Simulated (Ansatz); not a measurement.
# How far is PAW off for TiSi₂?

```yaml
crystal:
  lattice:
    - [0.00000, 4.06234, 4.20391]
    - [2.35425, 0.00000, 4.20391]
    - [2.35425, 4.06234, 0.00000]
  atoms:
    - { symbol: Ti, position: [0.75000, 0.75000, 0.75000] }
    - { symbol: Ti, position: [0.50000, 0.50000, 0.50000] }
    - { symbol: Si, position: [0.08300, 0.41700, 0.08300] }
    - { symbol: Si, position: [0.41700, 0.08300, 0.41700] }
    - { symbol: Si, position: [0.16700, 0.83300, 0.16700] }
    - { symbol: Si, position: [0.83300, 0.16700, 0.83300] }
```

Atoms are numbered in the order listed.

The cell is COD entry 1010453, as deposited and not checked against the literature; nothing was relaxed. It is an old determination, and later ones may differ. The listed cell was then made from it by scaling, straining or moving an atom.

All numbers are computed: DFT, PBEsol, PAW with Ansatz's default frozen-core files, scalar-relativistic (Ansatz 0.2.0); DFT, PBEsol, all-electron LAPW, scalar-relativistic (Ansatz 0.2.0).

For PAW: a Γ-centred 8×8×8 k mesh, Fermi–Dirac smearing of 0.08 eV, cutoff 420 eV, no spin polarisation; the PAW files were made with PBE, and the program remakes their frozen cores for this functional. LAPW targets a basis error of 0.5 meV/atom. The Ansatz runs share mesh, smearing and spin set-up. Plane-wave (PAW) pressures include the program's estimate of the Pulay term.

Stress and pressure are positive in compression.

The change that made this cell: volume scaled by 0.96.

PAW results:

```json
{"quantity": "pressure (GPa)", "PAW": "4.82"}
{"quantity": "stress xx (GPa)", "PAW": "5.29"}
{"quantity": "stress yy (GPa)", "PAW": "3.48"}
{"quantity": "stress zz (GPa)", "PAW": "5.68"}
{"quantity": "force on Si3, y (eV/Å)", "PAW": "0.183"}
```

Problem. What does LAPW (all electrons) give for the same quantities?

Solution. 
| quantity | LAPW |
| --- | --- |
| pressure (GPa) | 4.81 |
| stress xx (GPa) | 5.30 |
| stress yy (GPa) | 3.48 |
| stress zz (GPa) | 5.66 |
| force on Si3, y (eV/Å) | 0.183 |
